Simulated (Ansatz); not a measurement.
# Co: Contact hyperfine fields

Cell: a structure deposited in the COD, ions relaxed with PBE at fixed cell.

```cif
data_structure
_symmetry_space_group_name_H-M 'P 1'
_symmetry_Int_Tables_number 1
_cell_length_a 2.5074
_cell_length_b 2.5074
_cell_length_c 4.0699
_cell_angle_alpha 90.000
_cell_angle_beta 90.000
_cell_angle_gamma 120.000
_cell_volume 22.16
loop_
_atom_site_label
_atom_site_type_symbol
_atom_site_fract_x
_atom_site_fract_y
_atom_site_fract_z
_atom_site_occupancy
Co1 Co 0.33333 0.66667 0.25000 1
Co2 Co 0.66667 0.33333 0.75000 1
```

Atoms are numbered from 1 in the order listed; like atoms form one site, named after its first atom.

The numbers come from a DFT calculation in Ansatz (r2SCAN, plane waves and PAW, scalar-relativistic, collinear spin, 500 eV cutoff, Γ-centred 15×15×8 k-points, Fermi–Dirac smearing 0.05 eV). Start moments as typed (μB): 2 on each Co.

B_c = (2μ₀/3)μB(ρ↑ − ρ↓), with the spin density averaged over the Thomson radius around the nucleus, 7.77 T per e/Å³, positive along the up direction of the run. The valence column is what the valence and semicore waves of the PAW files give as listed; the rest comes from solving these waves and the inner shells again in each spin's potential.

(1) What moments and contact fields does each site carry?

Answers

(1) The cell's net moment is 3.56 μB; the site moments, counted in spheres around the atoms, add up to 3.85 μB, and the difference lies between the spheres. One atom of each set is listed.

```csv
site,atom,m (μB),B_c (T),valence column (T),rest (T)
Co,1,1.92,-24.3,15.5,-39.8
```

On Co the field amounts to -12.6 T per μB of the site's moment: core polarisation sets it against the moment.

At this cell the r2SCAN pressure is -9 GPa, so with r2SCAN the cell would shrink if it were relaxed. The entry's cell may itself be off. The program didn't check the stability of this electronic state in full, so a lower one may lie near. The run finds no gap above 0.1 eV, so moments and fields hang on the k-mesh and the smearing. Semilocal functionals underestimate the core's part of the field; in a metal the conduction electrons' part and a positive orbital field can offset that, so a measured field can be larger or smaller. Orbital and dipolar fields are left out.

Hardware: 1 thread of Arm Neoverse N1 (aarch64; 28 cores open to the job, memory cap 3.0 GiB, no GPU), a shared host with a load of 0.6 a core. Wall time 58 s, CPU time 59 s, peak memory 0.5 GiB.
